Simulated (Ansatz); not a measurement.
A distorted cell of HfC (rock salt):

```
HfC
1.0
    0.00000     4.65154     4.65154
    2.32577     2.32577     4.65154
    2.32577     2.32577     0.00000
C Hf
2 2
Direct
  0.00199   0.99801   0.00199
  0.49801   0.00199   0.99801
  0.97994   0.52006   0.47994
  0.52006   0.47994   0.52006
```

The numbers are results of PBE (plane waves to 420 eV, PAW, scalar-relativistic; Ansatz, a program for electronic structure), not measurements. k mesh 17×17×17 (Γ-centred), Fermi-Dirac smearing 0.05 eV. Compression counts positive. With partly filled bands, energies and forces of such displacements shift with the k mesh and the smearing. HfC is run without spin polarisation. HfC was relaxed with its symmetry unable to fall. Spin-orbit coupling is left out, though Hf is heavy.

### Question
What forces act on the atoms (eV/Å, Cartesian)?

### Answer
```csv
atom,Fx,Fy,Fz
C1,0.000,0.037,0.000
C2,0.000,-0.037,0.000
Hf3,0.000,1.399,0.000
Hf4,0.000,-1.399,0.000
```

### Question
Give the stress tensor in GPa and the pressure.

### Answer
```
   -0.8      0.0      0.0
    0.0      2.3      0.0
    0.0      0.0      1.8
```
The pressure, a third of the trace, is 1.1 GPa.

(A displaced cell: forces are minus the slopes of the energy, force constants its curvatures, and phonons follow from these.)
